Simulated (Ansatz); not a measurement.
This run works on a generated trial structure, not on a known crystal.

Input and command of a plane-wave DFT calculation in Ansatz:

```yaml
crystal:
  lattice:
    - [3.06176639, -3.25188371, 0.0]
    - [3.06176639, 3.25188371, 0.0]
    - [0.0, 0.0, 8.4718102]
  atoms:
    - { symbol: Sn, position: [0.0, 0.5, 0.2097575] }
    - { symbol: Sn, position: [0.5, 0.0, 0.7902425] }
    - { symbol: Te, position: [0.5, 0.5, 0.0] }
    - { symbol: As, position: [0.0, 0.0, 0.5] }
    - { symbol: As, position: [0.0, 0.0, 0.0] }
basis:
  ecutwfc: 420
kpoints:
  mp_grid: { grid: [4, 4, 2] }
hamiltonian:
  xc: pbe
scf:
  occupations: { method: gaussian, width: 0.2 }
  lower_state_search: "off"
output:
  forces: true
  stress: true
  eigenvalues: true
relax:
  adjacent_minimum: "off"
  f_tol: 0.08
  max_steps: 16
  cell: { stress_tol: 0.8 }
```

```bash
ansatz run input.yaml --threads 1 --pin off --max-ram 2560MiB --backend cpu --events-out ev --progress --plain --runs-dir out
```

Processor: Intel(R) Xeon(R) Platinum 8259CL CPU @ 2.50GHz (Skylake/Cascade Lake), 1 thread, on a host shared with other jobs.

Q: Estimate time, memory and problem size.

A: About 2.2 min, peak memory 0.51 GiB. It solves 45 bands at 14 k points (after reduction by symmetry) with about 2991 plane waves (on the last cell), in 72 SCF iterations over 12 ionic steps.
